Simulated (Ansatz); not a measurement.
Run on SrC₂: DFT, PBEsol, all-electron LAPW, scalar-relativistic (Ansatz 0.2.0).

The cell is Materials Project entry mp-2630, used as a structure alone.

Command: `ansatz run input.yaml --threads 1 --pin off --max-ram 3072MiB --backend cpu --events-out ev --progress --plain --runs-dir out` It took 2 min on 1 thread of Arm Neoverse N1, with other jobs on the host, peak memory 0.79 GiB.

```yaml
crystal:
  lattice:
    - [-2.0488908708, 2.0488908708, 3.4066710956]
    - [2.0488908708, -2.0488908708, 3.4066710956]
    - [2.0488908708, 2.0488908708, -3.4066710956]
  atoms:
    - { symbol: Sr, position: [0.0, 0.0, 0.0] }
    - { symbol: C, position: [0.40792644, 0.40792644, 0.0] }
    - { symbol: C, position: [0.59207356, 0.59207356, 0.0] }
kpoints:
  mp_grid: { grid: [8, 8, 8] }
scf:
  occupations: { method: fermi_dirac, width: 0.03 }
hamiltonian:
  xc: pbesol
  pseudopotentials: { kind: all_electron, lapw: { basis_error: 0.001 } }
output:
  forces: true
  stress: true
  eigenvalues: true
  populations: true
```

Output:

```
Sr: projections on atomic orbitals take those of the free atom 1s2 2s2 2p6 3s2 3p6 3d10 4s2 4p6 5s2, of charge +0.00 (hamiltonian.pseudopotentials.projection_atoms)
C: projections on atomic orbitals take those of the free atom 1s2 2s2 2p2, of charge +0.00 (hamiltonian.pseudopotentials.projection_atoms)
LAPW: plane waves up to 13.318 Å⁻¹, error target 1.0e-3 eV per atom; small_component_spin mean_spin; C in spheres of 0.627 Å, 6 of its electrons in bands, Dirac shells []; Sr in spheres of 0.870 Å, 28 of its electrons in bands, Dirac shells [] (how accurate: hamiltonian.pseudopotentials.lapw.basis_error, Limitations)
Engine: ansatz 0.2.0
Pseudopotentials: kind: all_electron
Pseudopotential: Sr, LAPW, valence charge 28, lapw/all_electron/scalar/gaussian/Sr, Koelling and Harmon's equation, gaussian nucleus
Pseudopotential: C, LAPW, valence charge 6, lapw/all_electron/scalar/gaussian/C, Koelling and Harmon's equation, gaussian nucleus
Functional definition: PBEsol
  exchange = pbesol_x
  correlation = pbesol_c
Crystal: 3 atoms, lattice volume = 57.204 Å³
Basis set: ecut = 675.7549922915503 eV, 2319 PW (Γ), FFT grids on a1+a3, a2+a3, a3, exchange–correlation at level 2
Bands: 24, of which v1, the nominal top of the filled ones, is band 20 counted from 1 (19 counted from 0)
Symmetry: 16 space group operations
Space group: I4/mmm (ITA 139), of the structure as read, at distance tolerance 3.9e-5 Å
k-points: 59 of 512
Non-local potential: Sr, projectors of the file, none
Non-local potential: C, projectors of the file, none
Initial density: superposition of atomic densities (chi_scale 0.1, normalization cell, long waves kept (reshape's long-wave potential 0.00 eV rms))
Initial wavefunctions: plane waves of lowest kinetic energy (no species holds an atomic orbital)
Functional: x = pbesol(κ = 0.804, μ = 0.12345679012345678), c = pbesol(β = 0.046)
iter 1 solved again at ethr=2.00e-2 eV; its pass at ethr=1.00e-1 eV (dr2=8.00e0 eV) is discarded
SCF iter   1: F=—  HF=-88535.045109 eV  |F-HF|=—  |Δ(HF+E_count)|=         —  Δρ=1.01e-1  dr2=8.10e0  ethr=2.00e-2  ⟨swp⟩=2.0  Hψ=9156  notcnv=0
preconditioner: auto → none  [insulator: Δε(μ)=3.526 eV  Ē_g=14.331 eV  σ=0.030 eV  W_gap=1.00  n_scr=14 (ndim 8)  ℏωp=19.6 eV  f_vac=0.000  D(μ)=0.00/eV (n_scr^D=0)  ε∞_Penn≈2.9]
iter 2 solved again at ethr=1.13e-3 eV; its pass at ethr=2.00e-2 eV (dr2=4.50e-1 eV) is discarded
SCF iter   2: F=—  HF=-88532.194161 eV  |F-HF|=—  |Δ(HF+E_count)|=    2.85e0  Δρ=3.18e-2  dr2=4.49e-1  ethr=1.13e-3  ⟨swp⟩=2.2  Hψ=7525  notcnv=0  defer=1
SCF iter   3: F=—  HF=-88532.065143 eV  |F-HF|=—  |Δ(HF+E_count)|=         —  Δρ=1.41e-2  dr2=5.59e-2  ethr=1.12e-3  ⟨swp⟩=3.2  Hψ=4319  notcnv=0  defer=1
the basis was enlarged: its passes take 72.0 KiB over the memory plan, 1 of 1 planned eigensolver slots
SCF iter   4: F=—  HF=-88532.058698 eV  |F-HF|=—  |Δ(HF+E_count)|=   6.44e-3  Δρ=2.13e-3  dr2=2.03e-3  ethr=1.40e-4  ⟨swp⟩=3.0  Hψ=4215  notcnv=0
SCF iter   5: F=—  HF=-88532.058410 eV  |F-HF|=—  |Δ(HF+E_count)|=   2.88e-4  Δρ=3.21e-4  dr2=5.17e-5  ethr=5.08e-6  ⟨swp⟩=3.0  Hψ=3971  notcnv=0
SCF iter   6: F=—  HF=-88532.058439 eV  |F-HF|=—  |Δ(HF+E_count)|=   2.88e-5  Δρ=7.43e-5  dr2=5.54e-6  ethr=1.29e-7  ⟨swp⟩=3.0  Hψ=4023  notcnv=0
SCF iter   7: F=—  HF=-88532.058439 eV  |F-HF|=—  |Δ(HF+E_count)|=   7.00e-7  Δρ=1.61e-5  dr2=2.84e-7  ethr=1.38e-8  ⟨swp⟩=3.0  Hψ=3898  notcnv=0
SCF iter   8: F=-88532.058439 eV  HF=-88532.058439 eV  |F-HF|=3.35e-10  |Δ(HF+E_count)|=   3.93e-8  Δρ=1.24e-6  dr2=1.16e-9  ethr=7.10e-10  ⟨swp⟩=3.0  Hψ=3895  notcnv=0
SCF 1 converged in 8 iterations: F = -88532.058439 eV  dr2 = 1.16e-9
SCF converged after 8 iterations
Free energy (F): -88532.058439 eV
Harris-Foulkes:  -88532.058439 eV  (|F-HF|=3.35e-10)
Internal energy: -88532.058439 eV  (E = F + TS)
E sigma→0 (E₀):  -88532.058439 eV
Fermi energy:    6.360870 eV
--- Per-component energies (eV) ---
  E_band       = -4358.324374
  E_kinetic    = 91080.537614
  E_xc         = -3093.238236
  E_electrostatic = -176519.357818  (all electrons and nuclei)
  E_smearing   = -0.000000  (= −TS)
  E_closure    = 0.000000  (closes the sum)
  E_atoms      = -88511.235466  (free atoms, spherical and without spin; not in F)
  Σ components = -88532.058439   (vs F -88532.058439, Δ=0.00e0)
  Basis errors (estimates in eV, not in F): energy 6.2e-4 per atom: plane waves 5.9e-4 (3.7e-4 summed), levels above the bands 3.0e-88, relativity 1.1e-7, radial functions 2.8e-5, core shells 1.1e-10; eigenvalues (radial functions only) 2.3e-6; not estimated: angular momenta, meshes, grids; target (lapw.basis_error) 1.0e-3; muffin-tin radii C 0.627 Å, Sr 0.870 Å
--- Forces (eV/Å), atoms counted from 1 ---
  atom   1  Sr     0.00000000     0.00000000     0.00000000
  atom   2  C      0.00000000    -0.00000000    -0.52848076
  atom   3  C      0.00000000     0.00000000     0.52848076
  max |Σ_I F_I| component: 1.39e-17 eV/Å
--- Stress (GPa, compression-positive) ---
       -1.500708      -0.000000       0.000000
       -0.000000      -1.500708       0.000000
        0.000000       0.000000      -0.448766
  P = ⅓ Tr σ = -1.1501 GPa (-11.501 kbar)
--- Band table (eV; the first three rows and the last of 59) ---
  k-point 0: bands = ["-319.7236", "-255.9462", "-255.9075", "-242.3294", "-242.3294", "-242.3144", "-114.5331", "-114.5299", "-114.5222", "-114.5222", "-114.5140", "-27.5474", "-9.5523", "-9.5523", "-9.4508", "-6.8337", "3.2413", "3.3728", "4.6773", "4.6773", "9.0423", "9.0423", "10.0729", "10.8681"]
  k-point 1: bands = ["-319.7236", "-255.9462", "-255.9075", "-242.3294", "-242.3294", "-242.3143", "-114.5331", "-114.5299", "-114.5222", "-114.5222", "-114.5140", "-27.5436", "-9.6398", "-9.5750", "-9.4600", "-6.6965", "3.1267", "3.2881", "4.4559", "4.5860", "8.6409", "9.6175", "10.6224", "11.3528"]
  k-point 2: bands = ["-319.7236", "-255.9462", "-255.9075", "-242.3294", "-242.3294", "-242.3143", "-114.5330", "-114.5299", "-114.5222", "-114.5222", "-114.5140", "-27.5343", "-9.7665", "-9.6296", "-9.4825", "-6.5322", "2.9328", "3.1297", "4.4398", "4.4551", "7.8975", "11.0444", "12.0065", "12.0371"]
  k-point 58: bands = ["-319.7236", "-255.9462", "-255.9075", "-242.3294", "-242.3294", "-242.3143", "-114.5331", "-114.5299", "-114.5222", "-114.5222", "-114.5140", "-27.5348", "-9.6693", "-9.6018", "-9.6018", "-6.6907", "1.9058", "4.3138", "4.3138", "5.5480", "8.8388", "11.4478", "12.4409", "12.4409"]
--- Löwdin populations: 3 sites ---
  site symbol       q [e]
     0     Sr     36.3911
     1      C      6.6968
     2      C      6.6968
  spilling = 0.004307 (of n_electrons = 50.000000)
```

populations.tsv:

```
# site	symbol	l	j	q
# orbitals = lowdin
# n_electrons = 50.000000
# spilling = 0.004307
# projection_atom_Sr: 1s2 2s2 2p6 3s2 3p6 3d10 4s2 4p6 5s2
# projection_atom_C: 1s2 2s2 2p2
0	Sr	0_1S	-	1.999999
0	Sr	0_2S	-	1.999956
0	Sr	0_3S	-	1.999132
0	Sr	0_4S	-	1.979017
0	Sr	0_5S	-	0.424845
0	Sr	1_2P	-	5.999999
0	Sr	1_3P	-	5.999958
0	Sr	1_4P	-	5.988171
0	Sr	2_3D	-	9.999988
1	C	0_1S	-	1.991599
1	C	0_2S	-	1.387076
1	C	1_2P	-	3.318108
2	C	0_1S	-	1.991599
2	C	0_2S	-	1.387076
2	C	1_2P	-	3.318108
```

Next run (one bond, the shortest of the undistorted cell, set to 1.317 Å), as changes to the input before:

```diff
-    - { symbol: C, position: [0.40792644, 0.40792644, 0.0] }
-    - { symbol: C, position: [0.59207356, 0.59207356, 0.0] }
+    - { symbol: C, position: [0.403322762, 0.403322762, 0.0] }
+    - { symbol: C, position: [0.596677238, 0.596677238, 0.0] }
 kpoints:
```

Results part of the output:

```
SCF 1 converged in 8 iterations: F = -88531.954210 eV  dr2 = 5.37e-10
SCF converged after 8 iterations
Free energy (F): -88531.954210 eV
Harris-Foulkes:  -88531.954210 eV  (|F-HF|=4.22e-10)
Internal energy: -88531.954210 eV  (E = F + TS)
E sigma→0 (E₀):  -88531.954210 eV
Fermi energy:    6.289761 eV
--- Per-component energies (eV) ---
  E_band       = -4356.641314
  E_kinetic    = 91075.742142
  E_xc         = -3092.103725
  E_electrostatic = -176515.592628  (all electrons and nuclei)
  E_smearing   = -0.000000  (= −TS)
  E_closure    = 0.000000  (closes the sum)
  E_atoms      = -88511.235466  (free atoms, spherical and without spin; not in F)
  Σ components = -88531.954210   (vs F -88531.954210, Δ=0.00e0)
  Basis errors (estimates in eV, not in F): energy 6.1e-4 per atom: plane waves 5.9e-4 (3.7e-4 summed), levels above the bands 4.8e-90, relativity 1.0e-7, radial functions 2.3e-5, core shells 3.2e-11; eigenvalues (radial functions only) 1.7e-6; not estimated: angular momenta, meshes, grids; target (lapw.basis_error) 1.0e-3; muffin-tin radii C 0.659 Å, Sr 0.902 Å
--- Forces (eV/Å), atoms counted from 1 ---
  atom   1  Sr     0.00000000    -0.00000000     0.00000000
  atom   2  C      0.00000000     0.00000000     3.58893394
  atom   3  C      0.00000000     0.00000000    -3.58893394
  max |Σ_I F_I| component: 1.28e-30 eV/Å
--- Stress (GPa, compression-positive) ---
       -1.205962       0.000000       0.000000
        0.000000      -1.205962       0.000000
        0.000000       0.000000     -14.138678
  P = ⅓ Tr σ = -5.5169 GPa (-55.169 kbar)
--- Band table (eV; the first three rows and the last of 59) ---
  k-point 0: bands = ["-319.6345", "-256.3280", "-256.3058", "-242.2407", "-242.2407", "-242.2249", "-114.4445", "-114.4414", "-114.4332", "-114.4332", "-114.4247", "-27.4680", "-9.4754", "-9.4754", "-9.3853", "-6.5036", "3.0014", "3.4099", "4.9282", "4.9282", "8.7912", "8.7912", "10.1245", "10.8344"]
  k-point 1: bands = ["-319.6345", "-256.3280", "-256.3058", "-242.2407", "-242.2407", "-242.2249", "-114.4445", "-114.4414", "-114.4332", "-114.4332", "-114.4247", "-27.4641", "-9.5587", "-9.4981", "-9.3949", "-6.3655", "2.8882", "3.3599", "4.6307", "4.8316", "8.4102", "9.3471", "10.6807", "11.3467"]
  k-point 2: bands = ["-319.6345", "-256.3280", "-256.3058", "-242.2407", "-242.2407", "-242.2249", "-114.4445", "-114.4414", "-114.4332", "-114.4332", "-114.4247", "-27.4548", "-9.6828", "-9.5528", "-9.4187", "-6.1933", "2.6953", "3.2490", "4.5281", "4.6788", "7.6938", "10.6924", "12.0540", "12.0746"]
  k-point 58: bands = ["-319.6345", "-256.3280", "-256.3058", "-242.2407", "-242.2407", "-242.2249", "-114.4445", "-114.4414", "-114.4332", "-114.4332", "-114.4247", "-27.4550", "-9.6133", "-9.5262", "-9.5262", "-6.3327", "1.6855", "4.5156", "4.5156", "5.5775", "8.8720", "11.4475", "12.0142", "12.0142"]
--- Löwdin populations: 3 sites ---
  site symbol       q [e]
     0     Sr     36.3851
     1      C      6.7021
     2      C      6.7021
  spilling = 0.004216 (of n_electrons = 50.000000)
```

Next run (one bond, the shortest of the undistorted cell, set to 1.192 Å), as changes to the input before:

```diff
-    - { symbol: C, position: [0.403322762, 0.403322762, 0.0] }
-    - { symbol: C, position: [0.596677238, 0.596677238, 0.0] }
+    - { symbol: C, position: [0.412530118, 0.412530118, 0.0] }
+    - { symbol: C, position: [0.587469882, 0.587469882, 0.0] }
 kpoints:
```

Results part of the output:

```
SCF 1 converged in 8 iterations: F = -88531.849273 eV  dr2 = 2.72e-9
SCF converged after 8 iterations
Free energy (F): -88531.849273 eV
Harris-Foulkes:  -88531.849273 eV  (|F-HF|=2.33e-10)
Internal energy: -88531.849273 eV  (E = F + TS)
E sigma→0 (E₀):  -88531.849273 eV
Fermi energy:    6.425728 eV
--- Per-component energies (eV) ---
  E_band       = -4360.058165
  E_kinetic    = 91086.648058
  E_xc         = -3094.539064
  E_electrostatic = -176523.958267  (all electrons and nuclei)
  E_smearing   = -0.000000  (= −TS)
  E_closure    = 0.000000  (closes the sum)
  E_atoms      = -88511.235466  (free atoms, spherical and without spin; not in F)
  Σ components = -88531.849273   (vs F -88531.849273, Δ=0.00e0)
  Basis errors (estimates in eV, not in F): energy 6.2e-4 per atom: plane waves 5.9e-4 (3.8e-4 summed), levels above the bands 1.5e-86, relativity 1.0e-7, radial functions 3.3e-5, core shells 4.8e-10; eigenvalues (radial functions only) 1.6e-6; not estimated: angular momenta, meshes, grids; target (lapw.basis_error) 1.0e-3; muffin-tin radii C 0.596 Å, Sr 0.835 Å
--- Forces (eV/Å), atoms counted from 1 ---
  atom   1  Sr     0.00000000     0.00000000     0.00000000
  atom   2  C     -0.00000000     0.00000000    -6.49916426
  atom   3  C      0.00000000    -0.00000000     6.49916426
  max |Σ_I F_I| component: 3.47e-18 eV/Å
--- Stress (GPa, compression-positive) ---
       -1.867906      -0.000000       0.000000
       -0.000000      -1.867906       0.000000
        0.000000       0.000000      18.119399
  P = ⅓ Tr σ = 4.7945 GPa (47.945 kbar)
--- Band table (eV; the first three rows and the last of 59) ---
  k-point 0: bands = ["-319.8173", "-255.5394", "-255.4721", "-242.4229", "-242.4229", "-242.4084", "-114.6265", "-114.6233", "-114.6160", "-114.6160", "-114.6080", "-27.6314", "-9.6335", "-9.6335", "-9.5223", "-7.1511", "3.3384", "3.4896", "4.4033", "4.4033", "9.2831", "9.2831", "10.0206", "10.9068"]
  k-point 1: bands = ["-319.8173", "-255.5394", "-255.4721", "-242.4229", "-242.4229", "-242.4084", "-114.6265", "-114.6233", "-114.6160", "-114.6160", "-114.6080", "-27.6276", "-9.7254", "-9.6561", "-9.5310", "-7.0141", "3.2009", "3.3731", "4.2763", "4.3180", "8.8609", "9.8769", "10.5620", "11.3629"]
  k-point 2: bands = ["-319.8173", "-255.5394", "-255.4721", "-242.4229", "-242.4229", "-242.4084", "-114.6265", "-114.6233", "-114.6160", "-114.6160", "-114.6080", "-27.6185", "-9.8547", "-9.7106", "-9.5523", "-6.8563", "2.9859", "3.1778", "4.1795", "4.3859", "8.0909", "11.3870", "11.9334", "12.0232"]
  k-point 58: bands = ["-319.8173", "-255.5394", "-255.4721", "-242.4229", "-242.4229", "-242.4084", "-114.6265", "-114.6233", "-114.6160", "-114.6160", "-114.6080", "-27.6191", "-9.7320", "-9.6819", "-9.6819", "-7.0309", "2.1317", "4.0852", "4.0852", "5.5059", "8.8038", "11.4668", "12.8196", "12.8499"]
--- Löwdin populations: 3 sites ---
  site symbol       q [e]
     0     Sr     36.3970
     1      C      6.6908
     2      C      6.6908
  spilling = 0.004426 (of n_electrons = 50.000000)
```

Next run (one bond, the shortest of the undistorted cell, set to 1.004 Å), as changes to the input before:

```diff
-    - { symbol: C, position: [0.412530118, 0.412530118, 0.0] }
-    - { symbol: C, position: [0.587469882, 0.587469882, 0.0] }
+    - { symbol: C, position: [0.426341152, 0.426341152, 0.0] }
+    - { symbol: C, position: [0.573658848, 0.573658848, 0.0] }
 kpoints:
```

Results part of the output:

```
SCF 1 converged in 8 iterations: F = -88527.706516 eV  dr2 = 2.32e-8
the search or the solves at the SCF's close seem to have found levels that the self-consistency loop had missed (the run counts 1). By its estimate they hold under 1e-12 electrons; where the run keeps them, the occupations were computed again with them
SCF converged after 8 iterations
Free energy (F): -88527.706516 eV
Harris-Foulkes:  -88527.706516 eV  (|F-HF|=1.36e-8)
Internal energy: -88527.706516 eV  (E = F + TS)
E sigma→0 (E₀):  -88527.706516 eV
Fermi energy:    6.588182 eV
--- Per-component energies (eV) ---
  E_band       = -4365.615020
  E_kinetic    = 91116.291359
  E_xc         = -3099.679559
  E_electrostatic = -176544.318316  (all electrons and nuclei)
  E_smearing   = -0.000000  (= −TS)
  E_closure    = 0.000000  (closes the sum)
  E_atoms      = -88511.235466  (free atoms, spherical and without spin; not in F)
  Σ components = -88527.706516   (vs F -88527.706516, Δ=0.00e0)
  Basis errors (estimates in eV, not in F): energy 6.2e-4 per atom: plane waves 5.8e-4 (3.7e-4 summed), levels above the bands 9.3e-82, relativity 2.3e-7, radial functions 3.9e-5, core shells 8.0e-8; eigenvalues (radial functions only) 1.9e-6; not estimated: angular momenta, meshes, grids; target (lapw.basis_error) 1.0e-3; muffin-tin radii C 0.502 Å, Sr 0.720 Å
--- Forces (eV/Å), atoms counted from 1 ---
  atom   1  Sr     0.00000000    -0.00000000     0.00000000
  atom   2  C     -0.00000000     0.00000000   -43.70343329
  atom   3  C      0.00000000     0.00000000    43.70343329
  max |Σ_I F_I| component: 1.21e-17 eV/Å
--- Stress (GPa, compression-positive) ---
       -3.379779       0.000000       0.000000
        0.000000      -3.379779      -0.000000
        0.000000      -0.000000     116.241179
  P = ⅓ Tr σ = 36.4939 GPa (364.939 kbar)
--- Band table (eV; the first three rows and the last of 59) ---
  k-point 0: bands = ["-320.1272", "-254.3461", "-253.9903", "-242.7326", "-242.7326", "-242.7185", "-114.9361", "-114.9330", "-114.9256", "-114.9256", "-114.9182", "-27.9124", "-9.9062", "-9.9062", "-9.7691", "-7.7896", "3.2880", "3.4004", "3.4004", "4.3044", "9.8579", "9.8885", "9.8885", "11.0413"]
  k-point 1: bands = ["-320.1272", "-254.3461", "-253.9903", "-242.7326", "-242.7326", "-242.7185", "-114.9361", "-114.9330", "-114.9256", "-114.9256", "-114.9182", "-27.9087", "-10.0033", "-9.9286", "-9.7766", "-7.6564", "2.7264", "3.3356", "3.8191", "4.1782", "9.4110", "10.3669", "10.5204", "11.4079"]
  k-point 2: bands = ["-320.1272", "-254.3461", "-253.9903", "-242.7326", "-242.7326", "-242.7185", "-114.9361", "-114.9330", "-114.9256", "-114.9256", "-114.9182", "-27.8998", "-10.1342", "-9.9825", "-9.7949", "-7.5133", "2.3562", "3.2261", "3.9749", "4.2403", "8.5749", "11.6806", "11.9923", "12.1404"]
  k-point 58: bands = ["-320.1272", "-254.3461", "-253.9903", "-242.7326", "-242.7326", "-242.7185", "-114.9361", "-114.9330", "-114.9256", "-114.9256", "-114.9182", "-27.9008", "-9.9559", "-9.9513", "-9.9513", "-7.7104", "2.8513", "3.1981", "3.1981", "5.3614", "8.6861", "11.6234", "12.6140", "13.3562"]
--- Löwdin populations: 3 sites ---
  site symbol       q [e]
     0     Sr     36.4133
     1      C      6.6690
     2      C      6.6690
  spilling = 0.004973 (of n_electrons = 50.000000)
```
